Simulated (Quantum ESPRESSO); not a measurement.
# Planted mistakes on one cell of AlSiGaPNO2

The results below are calculated, not measured. They come from pw.x of Quantum ESPRESSO 7.5, a plane-wave density functional program, with PseudoDojo standard norm-conserving files (v0.5 for PBE, v0.4.1 for LDA and PBEsol). The cells are made up: elements, strain and atom displacements were drawn at random, and nothing was relaxed. There is no spin polarisation, spin-orbit coupling or dispersion term.

The cell has 8 sites of a wurtzite lattice (rectangular cell). Sites 1 to 4 hold empty Al Si Ga; sites 5 to 8 hold P N O O. Cell vectors in Å: (3.145, 0.013, 0.021); (0.022, 5.543, -0.017); (0.035, -0.016, 5.120). Settings: PBE, cutoff 1143 eV, 6 x 4 x 4 k mesh shifted by half a step, Fermi-Dirac smearing of 0.025 eV.

The intended run has a self-consistency threshold of 1e-07 eV, a smearing term of 0.000 eV, a pressure of 12.97 GPa and 12 iterations. Each further run changes one thing: all lengths scaled by 1.0183; atoms of sites 2 and 3 exchanged; cutoff 803 eV; files of PBEsol; k mesh 1 x 1 x 1; one electron removed; smearing 0.71 eV; threshold 0.1 eV. A coarse mesh keeps the shift, and a charged cell sits in a uniform background.

| run | change of free energy (eV) | smearing term -TS (eV) | change of P (GPa) | largest change of a force component (eV/Å) | iterations |
| --- | --- | --- | --- | --- | --- |
| A | -7.407 | -0.014 | -22.68 | 1.874 | 13 |
| B | 0.006 | 0.000 | 0.00 | 0.200 | 6 |
| C | 1.155 | 0.000 | -18.88 | 0.021 | 12 |
| D | 6.794 | 0.000 | -4.09 | 0.174 | 12 |
| E | -1.374 | 0.000 | 0.39 | 2.744 | 11 |
| F | -0.432 | -1.471 | 1.66 | 0.606 | 12 |
| G | 3.557 | -0.006 | 5.70 | 2.716 | 13 |
| H | -0.260 | 0.000 | -8.94 | 1.017 | 12 |

A rerun of the intended cell at 1437 eV and k mesh 8 x 6 x 6 moved values by no more than 0.005 eV in the cell's energy, 0.09 GPa in stress and 0.010 eV/Å in force.

Question: which change belongs to which run?

## Worked reading

Run B has the fewest iterations, as a run stopped early does. Run F has the largest smearing term, as wide smearing gives. Run H changes the volume by a factor of 1.0559; minus its pressure change over the logarithm of that factor, 164 GPa, is a rough bulk modulus with clamped atoms. Energies from files of another functional, or of a charged cell, have another zero and say nothing on stability; the pressure of a charged cell rests on the program's zero of potential too.

## Key

| run | change |
| --- | --- |
| A | one electron removed |
| B | threshold 0.1 eV |
| C | cutoff 803 eV |
| D | files of PBEsol |
| E | k mesh 1 x 1 x 1 |
| F | smearing 0.71 eV |
| G | atoms of sites 2 and 3 exchanged |
| H | all lengths scaled by 1.0183 |